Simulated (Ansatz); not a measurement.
# Relaxing silver (omega (AlB2-type))

Method: Ansatz, DFT, PBEsol, plane waves (420 eV) with PAW, scalar-relativistic. (PAW data from PBE, frozen cores regenerated.)

k-point mesh 8×8×11, Fermi-Dirac smearing 0.1 eV, no spin polarisation. Cell and atoms relax.

Starting structure:

```yaml
crystal:
  lattice:
    - [4.5850386948, 0.0, 0.0]
    - [-2.2925193474, 3.970759987, 0.0]
    - [0.0, 0.0, 2.8106287199]
  atoms:
    - { symbol: Ag, position: [0.0, 0.0, 0.0] }
    - { symbol: Ag, position: [0.3333333333, 0.6666666667, 0.5] }
    - { symbol: Ag, position: [0.6666666667, 0.3333333333, 0.5] }
hamiltonian:
  xc: pbesol
  pseudopotentials:
    kind: paw
    azcp:
      Ag: "pseudopotentials/Ag.paw.azcp"
basis:
  ecutwfc: 420
  fft_grid_basis: typed
kpoints:
  mp_grid: { grid: [8, 8, 11], shift: [0, 0, 0] }
magnetization:
  spin_polarized: false
scf:
  occupations: { method: fermi_dirac, width: 0.1 }
relax:
  max_steps: 60
  f_tol: 0.01
  cell: {}
```

Task: What cell does the relaxation end in?

Result: P6/mmm with a = 4.616 Å, c = 2.766 Å (c/a = 0.599); 17.02 Å³ per atom against 17.06 at the start (-0.2 %).

Task: How much energy does the relaxation gain?

Result: 3.1 meV per atom.
